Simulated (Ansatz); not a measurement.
## Property card for CaTiHO2

CaTiHO2:
```
CELL_PARAMETERS angstrom
      3.92870     0.00000     0.00000
      0.00000     3.92870     0.00000
      0.00000     0.00000     7.12372
ATOMIC_POSITIONS crystal
  Ca 0.50000 0.50000 0.25000
  Ti 0.00000 0.00000 0.00000
  O  0.50000 0.00000 0.00000
  O  0.00000 0.50000 0.00000
  H  0.00000 0.00000 0.25000
  Ca 0.50000 0.50000 0.75000
  Ti 0.00000 0.00000 0.50000
  O  0.50000 0.00000 0.50000
  O  0.00000 0.50000 0.50000
  H  0.00000 0.00000 0.75000
```
The run is spin-polarised; directions of the spins, atom by atom: 0 ↑ 0 0 0 0 ↓ 0 0 0.

Space group P4/mmm (No. 123); conventional cell a = 3.9287 Å, b = 3.9287 Å, c = 3.5619 Å, α = 90.00°, β = 90.00°, γ = 90.00°.

Method: DFT-r²SCAN in the program Ansatz with PAW potentials. The cell and atoms are relaxed at this level. Other levels are named where they apply.

Cell and energy:

| Item | Value |
|---|---|
| Volume per atom | 11.00 Å³ |
| Density | 3.65 g/cm³ |
| Formation energy from the elements (no fitted shifts) | -2.41 eV/atom |

Electronic structure:

| Quantity | Value |
|---|---|
| Electronic character | metallic (no gap) |
| Density of states at the Fermi level | 0.17 states/eV per atom (mean over ±0.08 eV) |

Magnetism:

| Item | Value |
|---|---|
| Magnetic order | antiferromagnetic |
| Net moment | 0.00 μB per atom |

Mechanics:

| Item | Result |
|---|---|
| Bulk modulus (Birch–Murnaghan fit) | 1320 kbar |
| Pressure derivative B′ | 4.1 |

Charges:

| Item | Result |
|---|---|
| Bader charges | Ca +1.58, Ti +1.90, O -1.40, H -0.68 e |

The start of the workflow was typed in or built on a structure type; neither database checked (COD, Materials Project) lists it. Its standing as an ambient phase is unchecked. The cell keeps a stress of up to 0.2 GPa. The r²SCAN relaxation kept the symmetry of its start, as lowered by the spin order; whether a distortion lowers the energy is not shown. Magnetic state: antiferromagnetic, chosen from 4 collinear starts compared on coarse meshes (ties went to the first, and starts can fall back to one state), not a proven ground state. Other orbital occupations within this spin state were not tried. No Hubbard U is applied. The compound may be a true metal, but semilocal functionals without U, or a wrong spin order, can also close a gap. Point labels and valley counts follow the cell and symmetry of the run, lower than the named group. The references are the lowest solids computed at this level, not always the standard phases (solids in place of the gases).

Potentials: the earlier of the program's two PAW sets. The files were generated under PBE; for other functionals the program regenerates the frozen cores, and for LDA and PBEsol the local potential too.
